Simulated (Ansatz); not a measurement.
A relaxed cell of YSiF₃ is given with its symmetry left out. The cell was found from a structure generator's guess, not taken from experiment.

All numbers below come from DFT PBE, scalar-relativistic, plane waves, PAW (Ansatz). Cutoff 420 eV, Γ-centred mesh, Gaussian smearing, no spin polarisation.

```
Y Si F
1.0
     7.98493    0.00000    0.00000
     0.00000    7.98493    0.00000
     0.00000    0.00000    3.71609
Y Si F
2 2 6
Direct
  0.00000 0.50000 0.50000
  0.50000 0.00000 0.50000
  0.50000 0.50000 0.00000
  0.00000 0.00000 0.00000
  0.88965 0.38965 0.00000
  0.61035 0.88965 0.00000
  0.50000 0.50000 0.50000
  0.11035 0.61035 0.00000
  0.38965 0.11035 0.00000
  0.00000 0.00000 0.50000
```

Energies over the elements count from the elements' standard structures at the same level (F₂ as a molecule), with no fitted energy shifts.

Q: What space group does it have?

A: P4/mbm (No. 127). Conventional cell: a = 7.985 Å, c = 3.716 Å. Y is surrounded by 4 F at 2.24 Å; Si has 2 F at 1.86 Å; F on a site of symmetry m2m has 2 Y at 2.24 Å and 1 F at 2.49 Å; around F on a site of symmetry 4/m lie 2 Si at 1.86 Å.

Q: What is its formation energy per atom?

A: −1.93 eV/atom. It lies below the elements, which doesn't yet make it stable against other compounds or structures.

Q: Is it a metal?

A: Yes, bands cross the Fermi level on the 6×6×10 mesh.

Q: From what recipe could a structure generator have reached it?

A: One such recipe: perovskite family, tilts a0a0c+ (P4/mbm, No. 127). Other recipes can lead to the same cell.

The last run used a 6×6×10 mesh (in the run's order of axes) for its 10-atom cell and Gaussian smearing of 0.10 eV. No dispersion correction is applied, so the spacing and binding between layers, chains or molecules are poorly described. The cell is a metal run without spin; a magnetic state may lie lower. Symmetry constrained the relaxation, so the result can be a saddle point.
